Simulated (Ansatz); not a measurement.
MgZn2O3:
```yaml
crystal:
  lattice:
    - [3.00609, 0.00000, 0.00000]
    - [-1.50304, 2.60335, 0.00000]
    - [0.00000, 0.00000, 7.34129]
  atoms:
    - { symbol: Mg, position: [0.00000, 0.00000, 0.00000] }
    - { symbol: Zn, position: [0.33333, 0.66667, 0.66830] }
    - { symbol: Zn, position: [0.66667, 0.33333, 0.33170] }
    - { symbol: O, position: [0.33333, 0.66667, 0.16136] }
    - { symbol: O, position: [0.66667, 0.33333, 0.83864] }
    - { symbol: O, position: [0.00000, 0.00000, 0.50000] }
```

Relaxed with r²SCAN. Special points in fractions of this cell's reciprocal vectors: Γ (0.000, 0.000, 0.000); M (0.500, 0.000, 0.000); K (0.333, 0.333, 0.000); A (0.000, 0.000, 0.500); L (0.500, 0.000, 0.500); H (0.333, 0.333, 0.500).

### Question
List the band energies nearest the valence-band maximum at these points for DFT-r²SCAN in the program Ansatz with PAW potentials.

### Answer
In eV from the valence-band maximum; about four levels below and three above (degenerate sets whole), none deeper than 8.9 eV; points with the same levels are listed once.

| k | below | above |
|---|---|---|
| Γ | -0.95 -0.95 0.00 0.00 | 2.62 6.38 6.57 |
| M | -1.65 -1.20 -0.72 -0.33 | 6.20 7.85 8.32 |
| K | -2.64 -1.08 -1.08 -0.54 | 8.31 8.31 9.49 |
| A | -0.59 -0.59 -0.11 -0.11 | 3.89 4.96 6.95 |
| L | -2.14 -1.56 -0.16 -0.12 | 6.59 6.93 8.30 |
| H | -2.09 -1.37 -1.37 -0.85 | 8.46 8.46 9.83 |

Space group P-3m1. The first step of the workflow began from a Materials Project structure, measured or hypothetical; the Crystallography Open Database copy checked does not list it. With Mg and Zn taken as one species the cell has the higher symmetry Fm-3m, so it may be an ordered model of a mixed-site phase. Its standing as an ambient phase is unchecked. The cell was relaxed with r²SCAN under the symmetry of its start; of distortions, only those at the zone centre were tested.

Potentials: the later of the program's two PAW sets.
